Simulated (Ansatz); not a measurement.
All numbers below come from Ansatz 0.2.0, DFT PBE, scalar-relativistic, plane waves, PAW. All cells share a 420 eV cutoff and Γ-centred k meshes spaced at most about 0.3 Å⁻¹ (about 0.25 or finer for metals, 2π included). No spin polarisation in the final relaxations.

These are static total energies at zero pressure.

Compare these two cells of ZrF, each relaxed at this level.

1.

```
Zr F
1.0
     1.51109    0.87243    3.82205
    -1.51109    0.87243    3.82205
     0.00000   -1.74486    3.82205
Zr F
1 1
Direct
  0.50000 0.50000 0.50000
  0.00000 0.00000 0.00000
```

2.

```
Zr F
1.0
     0.00000    2.46241    2.46241
     2.46241    0.00000    2.46241
     2.46241    2.46241    0.00000
Zr F
1 1
Direct
  0.50000 0.50000 0.50000
  0.00000 0.00000 0.00000
```

**Question.** Which form is favoured at zero pressure, and by what margin per atom?

**Answer.** Cell 1 is lower, by 180 meV/atom. Cell 1 has space group R-3m (No. 166), 15.1 Å³/atom and no gap on its mesh; cell 2 has the rock salt type, space group Fm-3m (No. 225), 14.9 Å³/atom and no gap. In cell 1, Zr has 6 F at 2.59 Å and 6 Zr at 3.02 Å; around F lie 6 Zr at 2.59 Å and 6 F at 3.02 Å. In cell 2, Zr has 6 F at 2.46 Å; around F lie 6 Zr at 2.46 Å. Both come from invented guesses. A third cell relaxed alike, in P4/nmm, lies 0.69 eV/atom below the lower of the two.

In R-3m, Fm-3m an odd number of electrons in the primitive cell allows no gap without spin; a larger cell or a magnetic state could open one. Cells relaxed within their symmetry can be saddle points.
